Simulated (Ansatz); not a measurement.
B₂W:
```
B2W
1.0
    3.00103     0.00000     0.00000
   -1.50051     2.59897     0.00000
    0.00000     0.00000    13.93729
B W
8 4
Direct
  0.33333   0.66667   0.52337
  0.66667   0.33333   0.47663
  0.66667   0.33333   0.02337
  0.33333   0.66667   0.97663
  0.00000   0.00000   0.25000
  0.00000   0.00000   0.75000
  0.66667   0.33333   0.25000
  0.33333   0.66667   0.75000
  0.33333   0.66667   0.13550
  0.66667   0.33333   0.86450
  0.66667   0.33333   0.63550
  0.33333   0.66667   0.36450
```

Relaxed with PBEsol. Special points in fractions of this cell's reciprocal vectors: Γ (0.000, 0.000, 0.000); M (0.500, 0.000, 0.000); K (0.333, 0.333, 0.000); A (0.000, 0.000, 0.500); L (0.500, 0.000, 0.500); H (0.333, 0.333, 0.500).

Question: List the band energies nearest the Fermi level at these points for the program Ansatz at the PBEsol level (PAW).

Answer: In eV from the Fermi level; about four levels below and three above (degenerate sets whole), none deeper than 8.9 eV; points with the same levels are listed once.

```
k                          below                above
-  -----------------------------  -------------------
Γ  -1.51 -1.51 -1.41 -0.69 -0.69  0.44 0.44 0.76 0.76
M        -2.95 -2.86 -2.83 -0.36       1.46 2.00 2.23
K  -4.03 -4.03 -2.69 -2.41 -0.65       1.08 1.08 1.18
A        -0.33 -0.33 -0.33 -0.33  1.06 1.06 1.06 1.06
L        -3.19 -3.19 -2.90 -2.90  0.52 0.52 1.80 1.80
H        -3.72 -3.72 -2.57 -2.57  0.01 0.01 1.40 1.40
```

Space group P6_3/mmc. The first step of the workflow began from a Materials Project structure, measured or hypothetical; the Crystallography Open Database files this formula in space group No. 194, but the cells were not matched. Its standing as an ambient phase is unchecked. The cell was relaxed with PBEsol under the symmetry of its start; whether a distortion lowers the energy is not shown. The run is not spin-polarised. Scalar-relativistic: spin–orbit coupling is off unless named, which matters more the heavier the elements.

Potentials: the later of the program's two PAW sets.
